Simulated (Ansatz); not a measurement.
## Sc₅Al: relaxed-ion elastic tensor

Level of theory: Ansatz, DFT PBE, scalar-relativistic, plane waves, PAW. Settings: 420 eV plane-wave cutoff, Γ-centred 12×12×8 mesh, Fermi-Dirac smearing of 0.15 eV. No spin polarisation.

The cell, relaxed at this level:
```xyz
6
Lattice="5.5987 0.0000 0.0000 -2.7994 4.8486 0.0000 0.0000 0.0000 5.0762" Properties=species:S:1:pos:R:3 pbc="T T T"
Sc   -1.9179    3.3219    0.0000
Sc    3.8358    0.0000    0.0000
Sc    0.8815    1.5267    0.0000
Sc    0.0000    3.2324    2.5381
Sc    2.7994    1.6162    2.5381
Al    0.0000    0.0000    2.5381
```

The cell was found from a structure generator's guess, not taken from experiment. In a metal, frequencies and elastic constants depend on the k mesh and the smearing, soft modes and shear constants most.

(1) Give the relaxed-ion elastic constants (GPa, Voigt order xx yy zz yz xz xy, on the Cartesian axes of the cell above).

(2) Is the crystal stable against homogeneous strain?

(3) And the moduli of a polycrystal (Hill averages)?

Answers

(1)
C11 = 89.7, C12 = 43.7, C13 = 36.6, C22 = 89.7, C23 = 36.6, C33 = 110.1, C44 = 35.7, C55 = 35.7, C66 = 23.0 GPa; the others vanish.

(2) Yes: the least eigenvalue of the tensor is 23.0 GPa.

(3) B = 58 GPa, G = 30 GPa, E = 76 GPa, ν = 0.28.
